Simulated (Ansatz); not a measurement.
Q: TiSi$_{2}$ in space group Fddd (No. 70; Ti on 8b, Si on 16f) is relaxed with DFT-r²SCAN in the program Ansatz with PAW potentials. What lattice parameters of the conventional cell result?

A: a = 4.776 Å, b = 8.228 Å, c = 8.531 Å.

Q: Give the free coordinates with the occupied sites.

A: In one choice of origin and axes:

| atom | site | symmetry | x | y | z |
|---|---|---|---|---|---|
| Ti | 8b | 222 | 0.5000 | 0.5000 | 0.5000 |
| Si | 16f | .2. | 0.0000 | 0.1620 | 0.0000 |

Q: Is it a metal or does it have a gap at this level?

A: No gap at this level.

The r²SCAN relaxation kept the symmetry of its start; of distortions, only those at the zone centre were tested. The run is not spin-polarised.

Potentials: the earlier of the program's two PAW sets.
